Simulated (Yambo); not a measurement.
CsCaH$_{3}$ (cubic perovskite, space group Pm-3m, No. 221), G0W0@PBEsol in Yambo with this input:

```
rim_cut
gw0
dyson
el_el_corr
HF_and_locXC
ppa
em1d
RandQpts= 1000000
RandGvec= 1 Ry
EXXRLvcs= 72 Ry
VXCRLvcs= 288 Ry
Chimod= "HARTREE"
% BndsRnXp
 1 | 175 |
%
NGsBlkXp= 8 Ry
% LongDrXp
 1.0 | 1.0 | 1.0 |
%
PPAPntXp= 27.2114 eV
% GbndRnge
 1 | 175 |
%
GTermKind= "BG"
DysSolver= "n"
ExtendOut
```

On a 4×4×4 mesh, with wavefunctions cut at 72 Ry, the gap (M → M) is 5.402 eV and the valence edge shifts by -1.596 eV.

### Question
What happens with this change: no random integration?

### Answer
The gap falls by 0.056 eV, to 5.346 eV; the shift of the valence edge becomes -1.445 eV. Neither run is shown to be the converged limit.

Geometry of the Materials Project entry, not relaxed at this level; primitive cell a = 4.6212 Å, b = 4.6212 Å, c = 4.6212 Å, α = 90.00°, β = 90.00°, γ = 90.00°.

The structure is a Materials Project entry; no match was found in the copy of COD used, and its stability was not checked.

A shift is the quasiparticle energy of the state minus its PBEsol energy.
